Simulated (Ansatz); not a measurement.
A relaxation computed with Ansatz, from input to last step.

```yaml
crystal:
  lattice:
    - [3.0941923798, 0.0, 0.0]
    - [-1.5470961899, 2.6796492051, 0.0]
    - [0.0, 0.0, 4.8980042654]
  atoms:
    - { symbol: Hf, position: [0.3333333333, 0.6666666667, 0.25] }
    - { symbol: Hf, position: [0.6666666667, 0.3333333333, 0.75] }
basis:
  ecutwfc: 420
kpoints:
  mp_grid: { grid: [18, 18, 8] }
hamiltonian:
  xc: pbesol
scf:
  occupations: { method: gaussian, width: 0.1 }
output:
  forces: true
  stress: true
  eigenvalues: true
relax:
  adjacent_minimum: "off"
  f_tol: 0.01
  max_steps: 30
  cell: { stress_tol: 0.1, fix: [volume] }
```

```bash
ansatz run input.yaml --threads 1 --pin off --max-ram 2560MiB --backend cpu --events-out ev --progress --plain --runs-dir out
```

Theory: DFT PBEsol, scalar-relativistic, plane waves, PAW (Ansatz).

The volume is held at 0.94 times that of the relaxed cell.

Of 3 frames 3 are shown, positions in Å and forces in eV/Å; the SCF threshold varies from step to step. Steps run on the plane waves of an earlier cell, with a Pulay correction in the pressure. The basis is chosen afresh for the last frame, the zero of the energies, and at times for earlier ones too; energy and pressure step there, also at an unchanged geometry.

```xyz
2
Lattice="3.0942 0.0000 0.0000 -1.5471 2.6796 0.0000 0.0000 0.0000 4.8980" Properties=species:S:1:pos:R:3:forces:R:3 pbc="T T T" step=1 free_energy_over_end_meV_per_atom=0.02 pressure_GPa=7.81
Hf    0.0000    1.7864    1.2245    0.0000    0.0000    0.0000
Hf    1.5471    0.8932    3.6735    0.0000    0.0000    0.0000
2
Lattice="3.0911 0.0000 0.0000 -1.5455 2.6770 0.0000 0.0000 0.0000 4.9078" Properties=species:S:1:pos:R:3:forces:R:3 pbc="T T T" step=2 free_energy_over_end_meV_per_atom=0.00 pressure_GPa=7.80
Hf    0.0000    1.7846    1.2270    0.0000    0.0000    0.0000
Hf    1.5455    0.8923    3.6809    0.0000    0.0000    0.0000
2
Lattice="3.0911 0.0000 0.0000 -1.5455 2.6770 0.0000 0.0000 0.0000 4.9078" Properties=species:S:1:pos:R:3:forces:R:3 pbc="T T T" step=3 free_energy_over_end_meV_per_atom=0.00 pressure_GPa=7.80
Hf    0.0000    1.7846    1.2270    0.0000    0.0000    0.0000
Hf    1.5455    0.8923    3.6809    0.0000    0.0000    0.0000
```

Time: 63 s on 1 thread of Intel(R) Xeon(R) Processor @ 2.50GHz (Skylake/Cascade Lake), on a shared host, peak memory 0.5 GiB.

Spin–orbit coupling is left out, which can shift energies with elements as heavy as these.